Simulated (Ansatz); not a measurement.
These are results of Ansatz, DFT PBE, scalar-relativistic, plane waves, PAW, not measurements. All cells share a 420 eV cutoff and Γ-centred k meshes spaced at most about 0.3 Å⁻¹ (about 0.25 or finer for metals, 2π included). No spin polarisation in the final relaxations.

These are static total energies at zero pressure. All come from trial cells, and lower structures may exist.

Question: Order these relaxed structures of Sc₂B₂Sb by energy, lowest first, with the energy over the lowest of them.
1.

```xyz
5
Lattice="1.6245 0.9379 8.2342 -1.6245 0.9379 8.2342 0.0000 -1.8759 8.2342" Properties=species:S:1:pos:R:3 pbc="T T T"
Sc    0.0000    0.0000    1.6575
Sc    0.0000    0.0000   23.0451
B     0.0000    0.0000   16.5067
B     0.0000    0.0000    8.1959
Sb    0.0000    0.0000   12.3513
```

2.

```xyz
5
Lattice="3.2334 0.0000 0.0000 -1.6167 2.8002 0.0000 0.0000 0.0000 9.1644" Properties=species:S:1:pos:R:3 pbc="T T T"
Sc    0.0000    0.0000    6.2372
Sc    0.0000    0.0000    2.9272
B     0.0000    1.8668    4.5822
B     1.6167    0.9334    4.5822
Sb    0.0000    0.0000    0.0000
```

3.

```xyz
5
Lattice="4.2803 0.0000 0.0000 -2.1401 3.7068 0.0000 0.0000 0.0000 5.2655" Properties=species:S:1:pos:R:3 pbc="T T T"
Sc    2.1401    1.2356    1.5184
Sc    0.0000    2.4712    3.7471
B     2.1401    1.2356    3.9313
B     0.0000    2.4712    1.3342
Sb    0.0000    0.0000    0.0000
```

Answer: 1 (0 meV/atom), 2 (218 meV/atom), 3 (924 meV/atom). Forms: 1 R-3m; 2 P6/mmm; 3 P-3m1. Counting B or Sb atoms around Sc (for each partner element, those within 1.25 times its shortest distance or 1.15 times the sum of covalent radii, where it is the nearest in units of that sum or under 1.3; a plus sign parts groups by distance over the sum of covalent radii): cell 1 has Sc 9; cell 2 has Sc 7; cell 3 has Sc 7+1. Cell 1 holds B–B nets (shortest 1.88 Å); cell 2 holds B–B nets (shortest 1.87 Å) (bonds between like non-metal atoms; other contacts aren't counted).

These runs have no spin–orbit coupling, which can matter for Sb. Cells relaxed within their symmetry can be saddle points. Some structure types and database cells were kept out of the candidates from the start, so a known form may be missing.
